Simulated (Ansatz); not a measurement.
# A trial form of NaSe₄

Level of theory: Ansatz, DFT PBE+D3(BJ), scalar-relativistic, plane waves, PAW. Cutoff 420 eV, Gaussian smearing, Γ-centred meshes. Cell and atoms relax first on a coarse mesh and then on a finer one. In between, the cell is made exact in the group found at 0.06 Å. In metals the finer mesh still leaves noise of several meV/atom or more. The steps can't lower the symmetry of their start. No spin polarisation.

The guess for NaSe₄ was made by a generator: Na between sheets of the Se type, stage 2 (Pmmm, No. 47) (sites filled 2 of 4). A sheet's type names the database crystal that the layer was cut from. Its size is a rough estimate.

Space group Pmmm (No. 47). a = 2.689 Å, b = 5.378 Å, c = 7.304 Å, α = 90.00°, β = 90.00°, γ = 90.00°
```json
{"atom": "Na", "site": "1a", "symmetry": "mmm", "x": "0.0000", "y": "0.0000", "z": "0.0000"}
{"atom": "Se", "site": "4v", "symmetry": "m..", "x": "0.5000", "y": "0.2500", "z": "0.7516"}
```

The zero of energy is the elements' standard structures at the same level; no fitted shifts are applied.

Task: Which structure results?

Result: The symmetry stays Pmmm (No. 47). The volume per atom grows by 12.8 %, from 21.1 to 23.8 Å³. The shortest distance goes from 2.63 Å (Na–Se) to 2.62 Å (Se–Se). The energy falls by about 0.26 eV/atom (the start's value is from the coarse mesh). Conventional cell: a = 2.714 Å, b = 5.426 Å, c = 8.087 Å. Around Na lie 2 Na at 2.71 Å and 8 Se at 3.02 Å; Se has 4 Se at 2.62–2.80 Å and 2 Na at 3.02 Å.

Space group Pmmm (No. 47). a = 2.714 Å, b = 5.426 Å, c = 8.087 Å, α = 90.00°, β = 90.00°, γ = 90.00°
```csv
atom,site,symmetry,x,y,z
Na,1a,mmm,0.0000,0.0000,0.0000
Se,4v,m..,0.5000,0.2584,0.7153
```

Task: Give its energy and gap.

Result: The formation energy is −0.18 eV/atom and the gap on the 14×8×6 mesh of the 5-atom cell is 0 eV (a metal).

Whether it is stable depends on the other phases of the system, which aren't compared here.

The last run used Gaussian smearing of 0.10 eV. An odd number of electrons in the primitive cell allows no gap without spin; a larger cell or a magnetic state could open one. A structure relaxed within its symmetry needn't be a true minimum. In all, the 3 runs took 14 min on 1 thread of Intel(R) Xeon(R) Processor @ 2.70GHz, on a shared host.
